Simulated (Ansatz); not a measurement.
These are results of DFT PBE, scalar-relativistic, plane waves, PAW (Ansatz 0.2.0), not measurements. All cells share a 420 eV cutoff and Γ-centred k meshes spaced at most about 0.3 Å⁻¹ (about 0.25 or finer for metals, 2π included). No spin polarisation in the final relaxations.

Temperature and zero-point effects are left out. All come from trial cells, and lower structures may exist.

**Question.** Order these relaxed structures of BaAs by energy, lowest first, with the energy over the lowest of them.
A.

```
Ba As
1.0
     4.01717    0.00000    0.00000
     0.00000    4.01717    0.00000
     0.00000    0.00000    4.01717
Ba As
1 1
Direct
  0.00000 0.00000 0.00000
  0.50000 0.50000 0.50000
```

B.

```
Ba As
1.0
     2.38990   -5.72199    0.00000
     2.38990    5.72199    0.00000
     0.00000    0.00000    5.04199
Ba As
2 2
Direct
  0.36301 0.63699 0.75000
  0.63699 0.36301 0.25000
  0.94414 0.05586 0.25000
  0.05586 0.94414 0.75000
```

**Answer.** B (0 meV/atom), A (72 meV/atom). Forms: B CrB type, Cmcm; A caesium chloride type, Pm-3m. Counting As atoms around Ba (those within 1.25 times the shortest such distance or 1.15 times the sum of covalent radii): B has Ba 7; A has Ba 8.

In Pm-3m an odd number of electrons in the primitive cell allows no gap without spin; a larger cell or a magnetic state could open one. A magnetic state wasn't ruled out in cells without spin, among them Pm-3m. Cells relaxed within their symmetry can be saddle points. Some structure types and database cells were kept out of the candidates from the start, so a known form may be missing.
